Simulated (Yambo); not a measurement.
BSE-type run in Yambo on K2NiF6 (space group Fm-3m, No. 225), at zero momentum.

Quantum ESPRESSO step (PBEsol, PseudoDojo standard norm-conserving files, scalar-relativistic):
```
&CONTROL
  calculation = 'nscf'
  pseudo_dir = './pseudo'
  outdir = './out'
/
&SYSTEM
  ibrav = 0
  nat = 9
  ntyp = 3
  ecutwfc = 98.0
  ecutrho = 392.0
  occupations = 'fixed'
  force_symmorphic = .true.
  nbnd = 90
/
&ELECTRONS
  conv_thr = 9.000000000000001e-09
  diago_full_acc = .true.
  diago_thr_init = 1e-08
/
ATOMIC_SPECIES
F 18.9984 F.upf
K 39.0983 K.upf
Ni 58.6934 Ni.upf
CELL_PARAMETERS angstrom
  0.000000000000   4.001295000000   4.001295000000
  4.001295000000   0.000000000000   4.001295000000
  4.001295000000   4.001295000000   0.000000000000
ATOMIC_POSITIONS crystal
F   0.777180000000   0.222820000000   0.777180000000
F   0.222820000000   0.777180000000   0.222820000000
F   0.777180000000   0.222820000000   0.222820000000
F   0.222820000000   0.777180000000   0.777180000000
F   0.777180000000   0.777180000000   0.222820000000
F   0.222820000000   0.222820000000   0.777180000000
K   0.250000000000   0.250000000000   0.250000000000
K   0.750000000000   0.750000000000   0.750000000000
Ni   0.000000000000   0.000000000000   0.000000000000
K_POINTS automatic
4 4 4 0 0 0
```

Yambo input:
```
rim_cut
optics
bse
bss
dipoles
em1s
RandQpts= 1000000
RandGvec= 1 Ry
FFTGvecs= 40 Ry
Chimod= "HARTREE"
BSKmod= "SEX"
BSEmod= "resonant"
BSSmod= "hs"
BSENGexx= 15 Ry
BSENGBlk= 3 Ry
% KfnQP_E
 3.634 | 1.0 | 1.0 |
%
% BSEQptR
 1 | 1 |
%
% BSEBands
 19 | 41 |
%
% BEnRange
 0.0 | 12.2 | eV
%
% BDmRange
 0.15 | 0.15 | eV
%
BEnSteps= 244
% BLongDir
 1.0 | 0.0 | 0.0 |
%
BSHayTrs= -0.02
BSSNEig= 24
WRbsWF
% BndsRnXs
 5 | 86 |
%
NGsBlkXs= 3 Ry
% LongDrXs
 1.0 | 1.0 | 1.0 |
%
```

From the report:

The dimension is k points × valence × conduction bands = 64 × 21 × 2 = 2688.
```
   [SLEPC] Approach                          : Krylov-Schur
   [SLEPC] Number of requested eigenvalues   :  24
   [SLEPC] Number of eigenvalues        [NEV]:  24
    [K] Dimension                                    :  2688
    [K] Bands                                        :   19   41
    [K] Exchange res                                 : yes
    [K] Correlation res                              : yes
    [K] W interaction is bare                        : no
    [K] RL vectors exchange                          :   893
    [K] RL vectors correlation                       :   89
    [W] Matrix size                                  :   89
    [W] Bands                                        :    5   86
    [W] Coulomb Cutoff                               : none
    [W] Hxc Kernel                                   : HARTREE
```
Lowest eigenvalues (eV; in brackets the number of states within 2 meV): 0.67 (3), 1.51 (3), 2.48 (3), 2.82 (3), 3.07 (3), 3.08 (3). They depend on the mesh, which isn't converged, and on the G0W0 scissor.

Geometry of the Materials Project entry, not relaxed at this level.

The structure is a Materials Project entry; no match was found in the copy of COD used, and its stability was not checked.

The runs are not spin-polarised; magnetic order was not tried.
